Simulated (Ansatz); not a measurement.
Consider the following.

AlMo$_{2}$N:
```cif
data_Al2Mo4N2
_chemical_formula_sum 'Al2 Mo4 N2'
_space_group_name_H-M_alt 'P63/mmc'
_space_group_IT_number 194
_space_group_name_Hall '-P 6c 2c'
_cell_length_a 2.85317
_cell_length_b 2.85317
_cell_length_c 14.61733
_cell_angle_alpha 90.000
_cell_angle_beta 90.000
_cell_angle_gamma 120.000
loop_
_atom_site_label
_atom_site_type_symbol
_atom_site_symmetry_multiplicity
_atom_site_Wyckoff_symbol
_atom_site_fract_x
_atom_site_fract_y
_atom_site_fract_z
_atom_site_occupancy
Al1 Al 2 d 0.66667 0.33333 0.25000 1
Mo1 Mo 4 f 0.33333 0.66667 0.09569 1
N1 N 2 a 0.00000 0.00000 0.00000 1
```

This is the PBE-relaxed structure.

All from DFT-PBE in the program Ansatz with PAW potentials, unless another level is named. Predict the electronic character.

metallic (no gap).

Give the formation energy from the elements (no fitted shifts).

-0.20 eV/atom.

Predict the density of states at the Fermi level.

0.95 states/eV per atom (mean over ±0.08 eV).

Next, the gap with spin–orbit coupling?

none (metallic).

Space group P6_3/mmc. The start of the workflow was typed in or built on a structure type; neither database checked (COD, Materials Project) lists it. Whether it is the stable phase at ambient conditions was not checked. Symmetry was held in the PBE relaxation; whether a distortion lowers the energy is not shown. The workflow began spin-polarised and lost its moments. The volume moved by 16 % from the start of the relaxation. The references are the lowest solids computed at this level, not always the standard phases (solids in place of the gases). Scalar-relativistic: spin–orbit coupling is off unless named, which matters more the heavier the elements.

Potentials: the earlier of the program's two PAW sets.
